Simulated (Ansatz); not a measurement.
TiN (rock salt), scan of one atom of the cell

TiN (rock salt)

```
TiN
1.0
    0.00000     2.12337     2.12337
    2.12337     0.00000     2.12337
    2.12337     2.12337     0.00000
N Ti
1 1
Direct
  0.00000   0.00000   0.00000
  0.50000   0.50000   0.50000
```

In this cell atom 2 (Ti, nearest neighbour N at 2.123 Å; its periodic images, 3.0 Å or more away, move with it) is moved by s towards the nearest neighbour, unit vector (-1.000, 0.000, 0.000); all other atoms and the cell stay fixed.

Calculation: PBE (plane waves to 420 eV, PAW, scalar-relativistic; Ansatz, a program for electronic structure). k mesh 15×15×15 (Γ-centred), Fermi-Dirac smearing 0.05 eV. E stands for the smeared free energy. Compression counts positive. Left out: 2 of 11 points, with atoms too close for the PAW data. With partly filled bands, energies and forces of such displacements shift with the k mesh and the smearing. F∥ is the force on the atom along that direction. The PAW data are Ansatz's earlier set. TiN is run without spin polarisation. TiN was relaxed with its symmetry unable to fall. ΔE is measured from the undisplaced structure.

| s (Å) | ΔE (eV/cell) | F∥ (eV/Å) | P (GPa) |
|---|---|---|---|
| -0.336 | 0.642 | 4.309 | 18.8 |
| -0.252 | 0.340 | 2.934 | 10.3 |
| -0.168 | 0.147 | 1.770 | 4.5 |
| -0.084 | 0.036 | 0.864 | 1.1 |
| 0.000 | 0.000 | 0.000 | 0.0 |
| 0.084 | 0.036 | -0.864 | 1.1 |
| 0.168 | 0.147 | -1.770 | 4.5 |
| 0.252 | 0.340 | -2.934 | 10.3 |
| 0.336 | 0.642 | -4.309 | 18.8 |

What the scan shows:

- Energy at s = 0.336 Å: 642 meV/cell
- Force along the line at s = -0.336 Å: 4.31 eV/Å
- Symmetry of the curve: even: the same for both signs
- Shape of the curve: a single well with its minimum at or next to zero displacement
- Force constant k = d²E/ds² at s = 0 (finite differences): 10.2 eV/Å²
- Harmonic estimate at the end of the scan: ½ks² = 576 meV/cell against the computed 642 meV/cell, so the well is stiffer than harmonic there
- Zone-centre optical wavenumber from k: 506 cm⁻¹

(A displaced cell: forces are minus the slopes of the energy, force constants its curvatures, and phonons follow from these.)
